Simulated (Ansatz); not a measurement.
InMo2N:
```yaml
crystal:
  lattice:
    - [3.22107, 0.00000, 0.00000]
    - [-1.61054, 2.78953, 0.00000]
    - [0.00000, 0.00000, 13.39250]
  atoms:
    - { symbol: In, position: [0.33333, 0.66667, 0.75000] }
    - { symbol: In, position: [0.66667, 0.33333, 0.25000] }
    - { symbol: Mo, position: [0.33333, 0.66667, 0.07469] }
    - { symbol: Mo, position: [0.66667, 0.33333, 0.57469] }
    - { symbol: Mo, position: [0.66667, 0.33333, 0.92531] }
    - { symbol: Mo, position: [0.33333, 0.66667, 0.42531] }
    - { symbol: N, position: [0.00000, 0.00000, 0.00000] }
    - { symbol: N, position: [0.00000, 0.00000, 0.50000] }
```

Relaxed with PBE. Special points in fractions of this cell's reciprocal vectors: Γ (0.000, 0.000, 0.000); M (0.500, 0.000, 0.000); K (0.333, 0.333, 0.000); A (0.000, 0.000, 0.500); L (0.500, 0.000, 0.500); H (0.333, 0.333, 0.500).

List the band energies nearest the Fermi level at these points for DFT-PBE with spin–orbit coupling in the program Ansatz with PAW potentials.

In eV from the Fermi level; about four levels below and three above (degenerate sets whole), none deeper than 8.9 eV; points with the same levels are listed once.

| k | below | above |
|---|---|---|
| Γ | -0.09 -0.09 -0.02 -0.02 | 0.03 0.03 1.00 1.00 |
| M | -0.17 -0.17 -0.13 -0.13 | 0.40 0.40 0.54 0.54 |
| K | -0.47 -0.47 -0.04 -0.04 | 0.85 0.85 1.45 1.45 |
| A | -0.04 -0.04 -0.04 -0.04 | 1.01 1.01 1.01 1.01 |
| L | -0.02 -0.02 -0.02 -0.02 | 0.60 0.60 0.60 0.60 |
| H | -1.18 -1.18 -1.08 -1.08 | 0.04 0.04 0.10 0.10 |

Space group P6_3/mmc. The start of the workflow was typed in or built on a structure type; neither database checked (COD, Materials Project) lists it. Whether it is the stable phase at ambient conditions was not checked. The cell was relaxed with PBE under the symmetry of its start; whether a distortion lowers the energy is not shown. The workflow began spin-polarised and lost its moments.

Potentials: the earlier of the program's two PAW sets.
